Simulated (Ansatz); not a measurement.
Values for one crystal, relaxed and computed with PBE (plane waves, PAW; program Ansatz); other levels are named.

```yaml
volume_per_atom: 24.48 Å³
electronic_character: metallic (no gap)
Bulk modulus (Birch–Murnaghan fit): 52.9 GPa
Formation energy from the elements (no fitted shifts): 0.058 eV/atom
Density of states at the Fermi level: 0.59 states/eV per atom (mean over ±0.08 eV)
Pressure derivative B′: 4.8
```

### Question
Pick the material that matches.
A. SbPt, CsCl type
B. CoO, NiAs type
C. GaSb, NiAs type
D. Ga2PN, P3m1 (Ga on 1a, Ga on 1c, P on 1a, N on 1c)

### Answer
C, GaSb, NiAs type

Space group P6_3/mmc (NiAs type). The start of the workflow was typed in or built on a structure type; neither database checked (COD, Materials Project) lists it. It is not the phase usual at ambient conditions (space group No. 216). Symmetry was held in the PBE relaxation; its stability against distortions is not shown here. The references are the lowest solids computed at this level, not always the standard phases. Scalar-relativistic: spin–orbit coupling is off unless named, which matters more the heavier the elements.

Potentials: the earlier of the program's two PAW sets.
